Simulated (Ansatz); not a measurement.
**CaHBr: reading a single point**

```
Ca H Br
1.0
     3.85936    0.00000    0.00000
     0.00000    3.85936    0.00000
     0.00000    0.00000    7.91379
Ca H Br
2 2 2
Direct
  0.00000 0.50000 0.14000
  0.50000 0.00000 0.86000
  0.00000 0.00000 0.00000
  0.50000 0.50000 0.00000
  0.00000 0.50000 0.67000
  0.50000 0.00000 0.33000
```

Level: r2SCAN, spin-orbit coupling; 500 eV; 7×7×4 Γ-centred mesh; fermi-dirac occupations (width 0.1 eV); Ansatz 0.2.0, fixed geometry.

The state carries no moments; the state need not be the lowest.

Q: Is the cell too large or too small?

A: The pressure is 0.7 GPa (compression positive), so with the atoms held at these fractions the cell would first expand; the forces are large, so a full relaxation may end otherwise.

Q: Metal or insulator? Give the gap.

A: The gap is 4.20 eV, indirect (the least direct gap found is 4.64 eV). A semilocal functional usually gives too small a gap.

Q: Where is the largest force?

A: The largest is on Ca1 (and as large on other atoms): 1.24 eV/Å, components (0.00, 0.00, 1.24). It makes 120° with the line to a nearest neighbour, H3 at 2.23 Å.

Q: What is the formation energy?

A: -1.49 eV an atom against the elements' usual phases (free molecules for gases, crystals otherwise, with no correction for O₂ or N₂), so it is bound against them; other compounds may still compete. Relaxing would lower it.

Origin: a database entry at a rescaled volume.
